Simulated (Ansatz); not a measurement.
**Two-dimensional strain map in HfN**

Level of theory: DFT LDA, scalar-relativistic, plane waves, PAW in Ansatz 0.2.0. Cutoff 420 eV, Γ-centred 18×18×18 k-points, Gaussian smearing of 0.15 eV. Spin–orbit coupling is left out, which can shift energies with elements as heavy as these. No spin polarisation. Energies are free energies at this smearing, counted from the undisturbed cell; pressure is positive in compression.

Reference structure (as given, not relaxed at this level; it stands at -9.4 GPa):

```yaml
crystal:
  lattice:
    - [0.00000, 2.25900, 2.25900]
    - [2.25900, 0.00000, 2.25900]
    - [2.25900, 2.25900, 0.00000]
  atoms:
    - { symbol: Hf, position: [0.00000, 0.00000, 0.00000] }
    - { symbol: N, position: [0.50000, 0.50000, 0.50000] }
```

The cell is strained by p along both x and y and by q along z, fractional coordinates fixed. Points are written (p, q).

Energy above the undisturbed cell in meV/atom (a dash: not computed):

| p \ q | -0.080 | -0.040 | 0.000 | 0.040 | 0.080 |
| --- | --- | --- | --- | --- | --- |
| -0.080 | 568.8 | 390.7 | 325.7 | 332.5 | 373.5 |
| -0.040 | 226.5 | – | 38.4 | – | – |
| 0.000 | 132.4 | – | 0.0 | – | 149.7 |
| 0.080 | 364.7 | – | 343.4 | – | 588.5 |

Pressure in GPa:

```csv
p \ q,-0.080,-0.040,0.000,0.040,0.080
-0.080,103.2,77.7,59.7,47.3,38.8
-0.040,54.2,–,17.4,–,–
0.000,22.4,–,-9.4,–,-23.3
0.080,-9.7,–,-35.1,–,-45.0
```